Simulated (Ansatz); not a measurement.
input.yaml (Ansatz)

```yaml
crystal:
  lattice:
    - [0.0, 2.2119530487, 2.2119530487]
    - [2.2119530487, 0.0, 2.2119530487]
    - [2.2119530487, 2.2119530487, 0.0]
  atoms:
    - { symbol: Cr, position: [0.0, 0.0, 0.0], spin: 1.5 }
    - { symbol: Cr, position: [0.5, 0.5, 0.5], spin: -1.5 }
hamiltonian:
  xc: pbesol
  pseudopotentials:
    kind: paw
    azcp:
      Cr: "pseudopotentials/Cr.paw.azcp"
basis:
  ecutwfc: 420
  fft_grid_basis: typed
kpoints:
  mp_grid: { grid: [13, 13, 13], shift: [0, 0, 0] }
magnetization:
  spin_polarized: true
scf:
  occupations: { method: fermi_dirac, width: 0.05 }
  lower_state_search: "off"
output:
  stress: true
```

and its output:

```
Warning: the record states the generating functional pbe (its physics header spells it `PBE`), which answers neither for hamiltonian.xc's functional nor for the pbesol family's — results may be inconsistent (PPs are generated against a specific XC)
Engine: ansatz 0.2.0, aarch64-unknown-linux-gnu
Pseudopotentials: kind: paw
Pseudopotential: Cr, paw, valence charge 14, recommended cutoff 420 eV (normal) 
Functional definition: PBEsol
  exchange = pbesol_x
  correlation = pbesol_c
Crystal: 2 atoms, lattice volume = 21.645 Å³
Basis set: ecut = 420 eV, 411 PW (Γ)
Bands: 20, of which v1, the nominal top of the filled ones, is band 14 counted from 1 (13 counted from 0)
Symmetry: 48 space group operations
Space group: Fm-3m (ITA 225), of the structure as read, at distance tolerance 2.8e-5 Å
Magnetic group: BNS 225.121 (UNI 1623), of the structure as read, at distance tolerance 2.8e-5 Å
k-points: 84 of 2197
Non-local potential: Cr, projectors of the file, l = 0: 3, l = 1: 2, l = 2: 3, l = 3: 1
PAW form: soft (Blöchl's): semilocal exchange-correlation on the pseudo side does not see the compensation charge
PAW frozen core: Cr, regenerated for the run's functional, and the local potential with it (the file was generated under x = pbe(κ = 0.804, μ = 0.2195149727645171), c = pbe(β = 0.06672455060314922))
PAW one-centre angular grid: Cr, 590 points (default); XC on 64 Gauss nodes
Initial density: superposition of atomic densities (chi_scale 0.1, normalization cell)
Starting moments: Σ|m| = 3 μB on 2 of 2 sites
Starting magnetic order: antiferromagnet; a translation exchanges its spin sublattices: spin-degenerate at every k-point
Initial wavefunctions: pseudopotential atomic-orbital guess
Functional: x = pbesol(κ = 0.804, μ = 0.12345679012345678), c = pbesol(β = 0.046)
SCF iter   1: F=—  HF=-6697.522625 eV  |F-HF|=—  |Δ(HF+E_count)|=         —  Δρ=1.19e-1 (↑1.19e-1 ↓1.19e-1)  dr2=5.89e0  dr2_m=1.05e0  M=0.000 μB ∫|m|=1.615 μB  β_m=0.30  ethr=3.10e-3  ⟨swp⟩=3.8  Hψ=5958  notcnv=0
spin=Collinear: Kerker preconditioning applied to the charge; magnetization (m = ρ↑ − ρ↓) channel mixes plain (no charge-response kernel on spin).
SCF iter   2: F=—  HF=-6696.330058 eV  |F-HF|=—  |Δ(HF+E_count)|=    1.19e0  Δρ=7.12e-2 (↑7.12e-2 ↓7.12e-2)  dr2=1.80e0  dr2_m=4.85e-1  M=0.000 μB ∫|m|=1.630 μB  β_m=0.30  ethr=3.10e-3  ⟨swp⟩=2.5  Hψ=3715  notcnv=0  defer=45
SCF iter   3: F=—  HF=-6695.880869 eV  |F-HF|=—  |Δ(HF+E_count)|=   4.49e-1  Δρ=3.32e-2 (↑3.32e-2 ↓3.32e-2)  dr2=6.69e-2  dr2_m=1.73e-1  M=0.000 μB ∫|m|=1.708 μB  β_m=0.30  ethr=3.10e-3  ⟨swp⟩=2.6  Hψ=3134  notcnv=0  defer=45
SCF iter   4: F=—  HF=-6695.879749 eV  |F-HF|=—  |Δ(HF+E_count)|=   1.12e-3  Δρ=2.71e-2 (↑2.71e-2 ↓2.71e-2)  dr2=4.06e-3  dr2_m=1.45e-1  M=0.000 μB ∫|m|=1.596 μB  β_m=0.30  ethr=2.39e-4  ⟨swp⟩=2.3  Hψ=3860  notcnv=0  defer=37
SCF iter   5: F=—  HF=-6695.895169 eV  |F-HF|=—  |Δ(HF+E_count)|=   1.54e-2  Δρ=2.30e-2 (↑2.30e-2 ↓2.30e-2)  dr2=1.29e-3  dr2_m=1.04e-1  M=0.000 μB ∫|m|=1.522 μB  β_m=0.30  ethr=1.45e-5  ⟨swp⟩=2.0  Hψ=3201  notcnv=0  defer=37
...
SCF iter  21: F=—  HF=-6695.976172 eV  |F-HF|=—  |Δ(HF+E_count)|=   2.01e-5  Δρ=1.19e-4 (↑1.19e-4 ↓1.19e-4)  dr2=3.62e-6  dr2_m=1.48e-6  M=0.000 μB ∫|m|=0.008 μB  β_m=0.81  ethr=1.46e-9  ⟨swp⟩=3.0  Hψ=3352  notcnv=0  defer=38
SCF iter  22: F=—  HF=-6695.976175 eV  |F-HF|=—  |Δ(HF+E_count)|=   2.52e-6  Δρ=2.99e-5 (↑2.99e-5 ↓2.99e-5)  dr2=3.16e-7  dr2_m=5.17e-8  M=0.000 μB ∫|m|=0.002 μB  β_m=0.91  ethr=1.46e-9  ⟨swp⟩=2.9  Hψ=3173  notcnv=0  defer=38
iter 23 did not close the SCF: its close was put off for a magnetic moment that had not settled (scf_convergence_deferred on its scf_iter line)
SCF iter  23: F=-6695.976175 eV  HF=-6695.976175 eV  |F-HF|=1.12e-8  |Δ(HF+E_count)|=   2.81e-8  Δρ=5.49e-6 (↑5.49e-6 ↓5.49e-6)  dr2=1.21e-8  dr2_m=1.20e-9  M=0.000 μB ∫|m|=0.000 μB  β_m=0.90  ethr=3.57e-10  ⟨swp⟩=2.0  Hψ=5314  notcnv=0
SCF iter  24: F=-6695.976175 eV  HF=-6695.976175 eV  |F-HF|=2.82e-11  |Δ(HF+E_count)|=   1.57e-9  Δρ=6.48e-7 (↑6.48e-7 ↓6.48e-7)  dr2=8.59e-11  dr2_m=8.15e-12  M=0.000 μB ∫|m|=0.000 μB  ethr=4.31e-11  ⟨swp⟩=1.1  Hψ=4929  notcnv=0
WARN: the starting moments were not kept: the SCF closed with an absolute magnetisation of 2.1e-5 μB, where they sum to 3 μB in size (2 sites). That is at most 0.1 of that sum. Measured as dr2_m measures the in/out step, that magnetisation stands 2.3e-10 eV from none, at or under the dr2_threshold of 1.0e-7 eV: it is no larger than a step whose dr2_m would equal this threshold. The system may hold no moment; this SCF shows only that its start led to no more than that. To try another start: raise the starting moments (crystal.atoms[].spin, magnetization.per_species, magnetization.initial_magnetization, or on a non-collinear deck that types none of these the spinor_matrix: blocks that start its atoms; where the total moment is fixed, keep their sum and leave initial_magnetization as it is; typed ones take the place of any that the run laid by itself, positive ones on a crystal's lanthanoids without a Hubbard term where scf.initial_density.shell_occupations: [] is typed) or, if the notice of its spin-set hold's release reads "site moments contracting" or "site moments show no strong build", lengthen the hold (scf.mixing.spin_hold: { on: { confirm: 4 } }; for m-r²SCAN on two components see the key's manual first). Each may lead to a state that holds a moment. A second SCF, from the converged charge density, with the starting moments and any scf.initial_density.shell_occupations laid on it anew, would have followed, and was not run: the deck does not ask for one (magnetization.retry_lost_moments is false, the default). To let it run, set magnetization.retry_lost_moments: true and run the deck again, where that key's refused combinations let it; where memory then withholds it, that run's warning says so.
SCF 1 converged in 24 iterations: F = -6695.976175 eV  dr2 = 8.59e-11
SCF converged after 24 iterations
Magnetization: 0.0000 μB (14.0000 up, 14.0000 down)
Absolute magnetization: 0.0000 μB (∫|ρ↑−ρ↓|, with the PAW one-centre terms)
Spin contamination: 0.0000 ħ² per cell (⟨S²⟩ above its minimum at these occupations)
Per-site moments (μB) at R_I (Å): [(-9.670954062526068e-6, 0.9124306325887499), (9.670954062526068e-6, 0.9124306325887499)]
Free energy (F): -6695.976175 eV
Harris-Foulkes:  -6695.976175 eV  (|F-HF|=2.82e-11)
Internal energy: -6695.957615 eV  (E = F + TS)
E sigma→0 (E₀):  -6695.966895 eV
Entropy (-TS):   -0.018560 eV (-9.280 meV/atom)
Fermi energy:    20.873938 eV
--- Per-component energies (eV) ---
  E_band       = -245.628051
  E_kinetic    = 699.469646
  E_local      = -2382.220135  (includes V_loc(G=0)·N_el)
  E_nonlocal   = 170.353747
  E_hartree    = 1058.805405
  E_xc         = -279.975703
  E_vxc        = -358.906299  (∫ρ·V_xc dr)
  E_paw        = -2342.475601  (= ΣΔE_a)
  E_vpaw       = -491.936068  (= ΣTr[D̂ρ^β])
  E_aug_tail   = 0.000665  (compensation charges beyond the density's cutoff)
  E_ewald      = -3620.235636
  E_core_change = 0.319999  (= ΣΔE_core)
  E_smearing   = -0.018560  (= −TS)
  E_closure    = 0.000000  (closes the sum)
  Σ components = -6695.976175   (vs F -6695.976175, Δ=0.00e0)
--- Stress (GPa, compression-positive) ---
       34.132284      -0.000000       0.000000
       -0.000000      34.132284       0.000000
        0.000000      -0.000000      34.132284
  P = ⅓ Tr σ = 34.1323 GPa (341.323 kbar)
```

Command:

```sh
ansatz run input.yaml --threads 2 --pin off --max-ram 5120MiB --backend cpu --events-out ev --progress --plain --runs-dir out
```

On 2 threads of Arm Neoverse V2 (shared host) this took about 2.6 s of wall time and 5 s of CPU time.
